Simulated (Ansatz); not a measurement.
Values for one crystal, relaxed and computed with PBE (plane waves, PAW; program Ansatz); other levels are named.

| Quantity | Value |
|---|---|
| Volume per atom | 26.94 Å³ |
| Electronic character | metallic (no gap) |
| Bulk modulus (Birch–Murnaghan fit) | 506 kbar |
| Density of states at the Fermi level | 0.05 states/eV per atom (mean over ±0.08 eV) |
| Pressure derivative B′ | 4.8 |
| Formation energy from the elements (no fitted shifts) | 0.041 eV/atom |

**Question.** Pick the material that matches.
A. NiGe, CsCl type
B. SnGe3, P-4m2 (Ge on 2g, Ge on 1a, Sn on 1c)
C. SiGe, NiAs type
D. TaGe2, P6/mmm (Ta on 1a, Ge on 2d)

**Answer.** B, SnGe3, P-4m2 (Ge on 2g, Ge on 1a, Sn on 1c)

The start of the workflow was typed in or built on a structure type; neither database checked (COD, Materials Project) lists it. Its standing as an ambient phase is unchecked. The PBE relaxation kept the symmetry of its start; whether a distortion lowers the energy is not shown. The references are the lowest solids computed at this level, not always the standard phases. Spin–orbit coupling is left out wherever it is not named.

Potentials: the earlier of the program's two PAW sets.
